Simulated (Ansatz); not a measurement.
Given:

Pt3W:
```
Pt3W
1.0
    3.94143     0.00000     0.00000
    0.00000     3.94143     0.00000
    0.00000     0.00000     3.94143
Pt W
3 1
Direct
  0.00000   0.50000   0.50000
  0.50000   0.50000   0.00000
  0.50000   0.00000   0.50000
  0.00000   0.00000   0.00000
```

This is the r²SCAN-relaxed structure.

Q: All from DFT-r²SCAN in the program Ansatz with PAW potentials, unless another level is named. Give the density of states at the Fermi level.

A: 1.7 states/eV per atom (mean over ±0.08 eV).

Q: What about the formation energy from the elements (no fitted shifts)?

A: -0.016 eV/atom.

Space group Pm-3m (Cu3Au type). A made-up cell: these elements were put on the sites of a structure type; neither database checked (COD, Materials Project) lists it. Whether it is the stable phase at ambient conditions was not checked. The cell was relaxed with r²SCAN under the symmetry of its start; its stability against distortions is not shown here. No spin polarisation was allowed. The references are the lowest solids computed at this level, not always the standard phases. Spin–orbit coupling is left out wherever it is not named.

Potentials: the earlier of the program's two PAW sets. The files were generated under PBE; for other functionals the program regenerates the frozen cores, and for LDA and PBEsol the local potential too.
